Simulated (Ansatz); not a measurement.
KI (rock salt)

```
KI
1.0
    0.00000     3.59063     3.59063
    3.59063     0.00000     3.59063
    3.59063     3.59063     0.00000
I K
1 1
Direct
  0.00000   0.00000   0.00000
  0.50000   0.50000   0.50000
```

The relaxed cell is deformed in two ways at once: its volume V is scaled, and at that volume it is stretched along z (the c axis of the conventional cell) so that c/a changes. Fractional atomic positions are held.

The numbers are results of PBE (plane waves to 420 eV, PAW, scalar-relativistic; Ansatz, a first-principles code), not measurements. k mesh 8×8×8 (Γ-centred), Fermi-Dirac smearing 0.05 eV. Compression counts positive. KI was relaxed with its symmetry unable to fall. Spin-orbit coupling is left out, though I is heavy. The relaxed volume of KI is well above the measured one; the method has no dispersion term.

At one point of the scan the stress tensor (GPa) is:

```
   0.31     0.00     0.00
   0.00     0.31     0.00
   0.00     0.00     0.31
```

Question: Which point is it?
(A) V/V₀ = 0.973, (c/a)/(c/a)₀ = 1.040
(B) V/V₀ = 0.920, (c/a)/(c/a)₀ = 1.027
(C) V/V₀ = 1.000, (c/a)/(c/a)₀ = 1.027
(D) V/V₀ = 0.973, (c/a)/(c/a)₀ = 1.000

Answer: D, V/V₀ = 0.973, (c/a)/(c/a)₀ = 1.000

(Under strain, the slope of the energy per volume gives the stress and its curvature an elastic modulus.)
